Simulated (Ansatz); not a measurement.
Consider the following.

LaB:
Space group Fm-3m (No. 225); a = 5.575 Å, b = 5.575 Å, c = 5.575 Å, α = 90.00°, β = 90.00°, γ = 90.00°

```json
[
 {"atom": "La", "site": "4a", "symmetry": "m-3m", "x": "0.0000", "y": "0.0000", "z": "0.0000"},
 {"atom": "B", "site": "4b", "symmetry": "m-3m", "x": "0.5000", "y": "0.5000", "z": "0.5000"}
]
```
(The calculation used a cell of 2 atoms; values per cell refer to that cell.)

This is the PBEsol-relaxed structure.

### Question
All from plane-wave PAW PBEsol (Ansatz code), unless another level is named. Estimate the electronic character.

### Answer
metallic (no gap).

### Question
Next, the density of states at the Fermi level?

### Answer
3.1 states/eV per atom (mean over ±0.08 eV).

### Question
And the formation energy from the elements (no fitted shifts)?

### Answer
0.62 eV/atom.

### Question
Next, the gap with spin–orbit coupling?

### Answer
none (metallic).

The start of the workflow was typed in or built on a structure type; neither database checked (COD, Materials Project) lists it. Whether it is the stable phase at ambient conditions was not checked. Symmetry was held in the PBEsol relaxation. At this level the phase is mechanically unstable. Its formation energy is positive at this level, so the cell may be metastable or incomplete. The references are the lowest solids computed at this level, not always the standard phases. Scalar-relativistic: spin–orbit coupling is off unless named, which matters more the heavier the elements.

Potentials: the earlier of the program's two PAW sets. The files were generated under PBE; for other functionals the program regenerates the frozen cores, and for LDA and PBEsol the local potential too.
